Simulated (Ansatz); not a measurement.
The relaxed structure here is a generated cell of Si2Mo: the first start was made by placing the elements on the sites of a structure type, and the end was not matched to a known phase here, so it may be hypothetical. Known forms of Si2Mo include space group No. 139.

One starting cell of Si$_{2}$Mo (a generated trial cell of Si2Mo in the Al2Cu structure type) was relaxed twice with Ansatz (plane waves, PAW, scalar-relativistic): with r2SCAN at 500 eV and with PBE at 420 eV. The r2SCAN result:

Space group I4/mcm (No. 140); a = 5.9847 Å, b = 5.9847 Å, c = 5.1296 Å, α = 90.00°, β = 90.00°, γ = 90.00°

| atom | site | symmetry | x | y | z |
|---|---|---|---|---|---|
| Si | 8h | m.2m | 0.3587 | 0.1413 | 0.0000 |
| Mo | 4a | 422 | 0.0000 | 0.0000 | 0.2500 |
(The calculation used a cell of 6 atoms; values per cell refer to that cell.)

| quantity | r2SCAN | PBE |
|---|---|---|
| space group | I4/mcm | I4/mcm |
| volume (Å³/atom) | 15.31 | ? |
| a (Å) | 5.985 | ? |
| c (Å) | 5.130 | ? |
| gap (eV, no spin-orbit coupling) | 0.00 | ? |

Q: Fill in the PBE column.

A: 
- volume (Å³/atom), PBE: 15.42
- a (Å), PBE: 5.996
- c (Å), PBE: 5.149
- gap (eV, no spin-orbit coupling), PBE: 0.00

Both levels end in the same structure; PBE's volume is 0.7 % larger. Neither column is exact.

No spin polarisation in the result.

The run could not lose the symmetry of its start: the end is stationary, and may be a saddle point rather than a minimum.

Ansatz is a first-principles code.
